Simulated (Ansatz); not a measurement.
SiO2 (rutile)

```cif
data_O4Si2
_chemical_formula_sum 'Si2 O4'
_space_group_name_H-M_alt 'P42/mnm'
_space_group_IT_number 136
_space_group_name_Hall '-P 4n 2n'
_cell_length_a 4.19456
_cell_length_b 4.19456
_cell_length_c 2.67844
_cell_angle_alpha 90.000
_cell_angle_beta 90.000
_cell_angle_gamma 90.000
loop_
_atom_site_label
_atom_site_type_symbol
_atom_site_symmetry_multiplicity
_atom_site_Wyckoff_symbol
_atom_site_fract_x
_atom_site_fract_y
_atom_site_fract_z
_atom_site_occupancy
Si1 Si 2 a 0.00000 0.00000 0.00000 1
O1 O 4 f 0.30606 0.30606 0.00000 1
```

Equation-of-state scan: isotropic scaling of the cell above, V₀ being its volume. The atoms relax within the cell's symmetry.

Calculation: PBEsol (plane waves to 420 eV, PAW, scalar-relativistic; Ansatz, a program for electronic structure). k mesh 8×8×13 (Γ-centred), Fermi-Dirac smearing 0.05 eV. Energies are smeared free energies. SiO2 was relaxed with its symmetry unable to fall. The zero of ΔE is the relaxed starting cell.

Q: Estimate the ΔE (eV/atom) for V/V₀ = 0.840, 0.880, 0.920, 0.960, 1.040, 1.080, 1.120, 1.160.

A: 
| V/V₀ | ΔE (eV/atom) |
|---|---|
| 0.840 | 0.2549 |
| 0.880 | 0.1322 |
| 0.920 | 0.0543 |
| 0.960 | 0.0126 |
| 1.040 | 0.0109 |
| 1.080 | 0.0407 |
| 1.120 | 0.0856 |
| 1.160 | 0.1426 |

(A scan under strain: stresses follow from slopes of the energy per volume, elastic moduli from its curvatures.)
